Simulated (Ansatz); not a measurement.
AlP (zinc blende)

```xyz
2
Lattice="0.0000 2.7353 2.7353 2.7353 0.0000 2.7353 2.7353 2.7353 0.0000" Properties=species:S:1:pos:R:3 pbc="T T T"
P      1.3676     1.3676     1.3676
Al     0.0000     0.0000     0.0000
```

The slice is a {100} plane (indices of the conventional cell) through the point (0.000, 0.000, 0.000) (fractional), spanned by u = [100] and v = [0 1 -1] in vectors of this cell: u (3.87 Å) and v (3.87 Å, at 90° to u). It covers one period; positions are fractions (u, v).

The numbers are results of PBEsol (plane waves to 420 eV, PAW, scalar-relativistic; Ansatz, a first-principles code), not measurements. k mesh 10×10×10. Inside the PAW spheres the values are not all-electron values, and peaks at nuclei hang on which shells count as valence. AlP was relaxed with its symmetry unable to fall.

Problem. Predict the map of the electrostatic potential energy of an electron, from the cell's mean on the slice.

Solution. 
```
v \ u  0.00   0.12   0.25  0.38  0.50  0.62   0.75   0.88
-----  ----  -----  -----  ----  ----  ----  -----  -----
0.88      x      x  <-1.0   4.9   5.7   4.9  <-1.0      x
0.75      x  <-1.0    4.0   6.4   6.9   6.4    4.0  <-1.0
0.62    4.0    4.9    6.4   7.3   7.5   7.3    6.4    4.9
0.50    5.0    5.7    6.9   7.5   7.7   7.5    6.9    5.7
0.38    4.0    4.9    6.4   7.3   7.5   7.3    6.4    4.9
0.25      x  <-1.0    4.0   6.4   6.9   6.4    4.0  <-1.0
0.12      x      x  <-1.0   4.9   5.7   4.9  <-1.0      x
0.00      x      x      x   4.0   5.0   4.0      x      x
```

Values: electrostatic potential energy of an electron, from the cell's mean, in eV. Points within 1 Å of a nucleus are blanked (x), as the pseudised field means little there. Values under -1 eV are set to -1. The zero, the cell's mean, hangs on the PAW cores.
